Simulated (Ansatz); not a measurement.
The start is a randomly generated symmetric cell of Ir (space group No. 194). Cell shape, volume and atoms are optimised at zero target pressure with PBEsol (plane waves to 420 eV, PAW, scalar-relativistic; Ansatz, a program for electronic structure). The first steps use a coarse 9×9×15 k-mesh.

Input geometry:
```
CELL_PARAMETERS angstrom
      4.02025     0.00000     0.00000
     -2.01013     3.48164     0.00000
      0.00000     0.00000     2.17528
ATOMIC_POSITIONS crystal
  Ir 0.66667 0.33333 0.75000
  Ir 0.33333 0.66667 0.25000
```

**Question.** How large is the pressure on the unrelaxed cell, and of which sign?

**Answer.** +98.4 GPa (positive: the cell is compressed).

**Question.** How does the volume per atom move from start to end?

**Answer.** +10.4 %, from 15.22 to 16.81 Å³/atom.

**Question.** Is the relaxed structure metallic? Give its gap.

**Answer.** Zero (metallic).

**Question.** Give the final cell and atomic positions.

**Answer.** 
```cif
data_Ir2
_chemical_formula_sum 'Ir2'
_space_group_name_H-M_alt 'P63/mmc'
_space_group_IT_number 194
_space_group_name_Hall '-P 6c 2c'
_cell_length_a 3.81992
_cell_length_b 3.81992
_cell_length_c 2.66011
_cell_angle_alpha 90.000
_cell_angle_beta 90.000
_cell_angle_gamma 120.000
loop_
_atom_site_label
_atom_site_type_symbol
_atom_site_symmetry_multiplicity
_atom_site_Wyckoff_symbol
_atom_site_fract_x
_atom_site_fract_y
_atom_site_fract_z
_atom_site_occupancy
Ir1 Ir 2 c 0.33333 0.66667 0.25000 1
```

The space group stays P6₃/mmc (No. 194) (the run could not lower it), with 2 atoms in the primitive cell. Final values are on a 14×14×17 k-mesh of the relaxed cell. No spin polarisation in the result.

The run could not lose the symmetry of its start: the end is stationary, and may be a saddle point rather than a minimum.

All atoms sit on sites fixed by symmetry, so only the cell could relax.

The relaxed structure here is a generated cell of Ir: the first start was made by a random draw of sites in a space group, and the end was not matched to a known phase here, so it may be hypothetical. Known forms of Ir include space group No. 225.
